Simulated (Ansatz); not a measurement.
## CdGeAs$_{2}$: from a starting cell to a relaxed one

The relaxed structure here is a generated cell of CdGeAs2: the first start was made by a random draw of sites in a space group, and the end was not matched to a known phase here, so it may be hypothetical.

The start is a randomly generated symmetric cell of CdGeAs2 (space group No. 123). Cell shape, volume and atoms are optimised at zero target pressure with PBEsol (plane waves to 420 eV, PAW, scalar-relativistic; Ansatz, a first-principles code). First-step values are on the input's coarse k-mesh.

Ansatz input (later rounds restart from its end on a renewed k-mesh):
Ansatz 0.2 input:
```yaml
crystal:
  lattice:
    - [5.1605428, 0, 0]
    - [0, 5.1605428, 0]
    - [0, 0, 4.1734734]
  atoms:
    - { symbol: As, position: [0, 0, 0] }
    - { symbol: As, position: [0.5, 0.5, 0] }
    - { symbol: Cd, position: [0.5, 0.5, 0.5] }
    - { symbol: Ge, position: [0, 0, 0.5] }
basis: { ecutwfc: 420, ecutrho_ratio: 4, xc_grid: 2, fft_grid_basis: typed }
kpoints: { mp_grid: { grid: [5, 5, 6] } }
hamiltonian:
  xc: pbesol
  dispersion: none
  pseudopotentials: { kind: paw }
scf: { occupations: { method: fermi_dirac, width: 0.05 } }
relax: { f_tol: 0.01, max_steps: 100, cell: { stress_tol: 0.02 } }
output: { forces: true, stress: true }
```

Task: How large is the pressure on the unrelaxed cell, and of which sign?

Result: +22 GPa (positive: the cell is compressed).

Task: How much energy is released per atom?

Result: 1.59 to 1.60 eV/atom (the two k-meshes of the run give this range).

Task: How does the volume per atom move from start to end?

Result: -26.5 %, from 27.79 to 20.43 Å³/atom.

Task: How do the shortest distances between atoms change?

Result: The closest pairs of elements (up to four, under 3.6 Å), start → end: As–Cd 2.09 → 2.75 Å; As–Ge 2.09 → 2.75 Å; As–As 3.65 → 2.73 Å; Cd–Ge 3.65 → 2.73 Å.

Task: What band gap does the relaxed structure have at this level?

Result: Zero (metallic).

Task: Write out the relaxed structure.

Result: 
Space group P4/mmm (No. 123); a = b = 3.857 Å, c = 5.493 Å, α = β = γ = 90.00°

| atom | site | symmetry | x | y | z |
|---|---|---|---|---|---|
| As | 1a | 4/mmm | 0.0000 | 0.0000 | 0.0000 |
| As | 1c | 4/mmm | 0.5000 | 0.5000 | 0.0000 |
| Cd | 1d | 4/mmm | 0.5000 | 0.5000 | 0.5000 |
| Ge | 1b | 4/mmm | 0.0000 | 0.0000 | 0.5000 |

The space group stays P4/mmm (No. 123) (the run could not lower it), with 4 atoms in the primitive cell. Final values are on a 12×12×9 k-mesh of the relaxed cell. No spin polarisation in the result.

The run could not lose the symmetry of its start, so the end can be a saddle point.

All atoms sit on sites fixed by symmetry, so only the cell could relax.
